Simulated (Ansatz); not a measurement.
HgTe under pressure

Theory: DFT LDA, scalar-relativistic, plane waves, PAW in Ansatz. Settings: 420 eV plane-wave cutoff, Γ-centred 12×12×12 mesh, Fermi-Dirac smearing of 0.15 eV. No spin polarisation. Phonons by linear response, acoustic sum rule imposed.

Relaxed structure:
```yaml
crystal:
  lattice:
    - [0.00000, 3.21778, 3.21778]
    - [3.21778, 0.00000, 3.21778]
    - [3.21778, 3.21778, 0.00000]
  atoms:
    - { symbol: Hg, position: [0.00000, 0.00000, 0.00000] }
    - { symbol: Te, position: [0.75000, 0.75000, 0.75000] }
```

Without a gap, frequencies and elastic constants depend on the k mesh and the smearing, soft modes and shear constants most. Spin–orbit coupling is left out, which matters for heavy elements.

The cell is relaxed again at -3 and 1 and 2 and 6 and 7 and 9 and 16 and 18 and 20 and 30 and 35 and 40 GPa. How do volume, gap and optical modes at Γ (cm⁻¹, counted from the lowest optical one; a degenerate one stands once) change?

Results:

|  | 0 GPa | -3 GPa | 1 GPa | 2 GPa | 6 GPa | 7 GPa | 9 GPa | 16 GPa | 18 GPa | 20 GPa | 30 GPa | 35 GPa | 40 GPa |
| --- | --- | --- | --- | --- | --- | --- | --- | --- | --- | --- | --- | --- | --- |
| V/V0 | 1.000 | 1.081 | 0.980 | 0.963 | 0.906 | 0.895 | 0.874 | 0.817 | 0.804 | 0.792 | 0.743 | 0.723 | 0.706 |
| gap (eV) | 0.00 | 0.00 | 0.00 | 0.00 | 0.00 | 0.00 | 0.00 | 0.00 | 0.00 | 0.00 | 0.00 | 0.00 | 0.00 |
| mode 1 | 116 | 96 | 121 | 126 | 143 | 146 | 153 | 174 | 179 | 184 | 206 | 215 | 224 |

The bands only touch here, so at this level the crystal is a zero-gap semiconductor or semimetal, not an ordinary metal; spin–orbit coupling, left out, moves these levels but leaves zinc-blende mercury chalcogenides without a gap.

Cost: 13 runs of about 9.3 core-minutes in all, on Intel Xeon 6975P-C (Granite Rapids), Intel Xeon Platinum 8375C (Ice Lake), Intel Xeon Platinum 8259CL (Skylake/Cascade Lake) and other processors (shared hosts).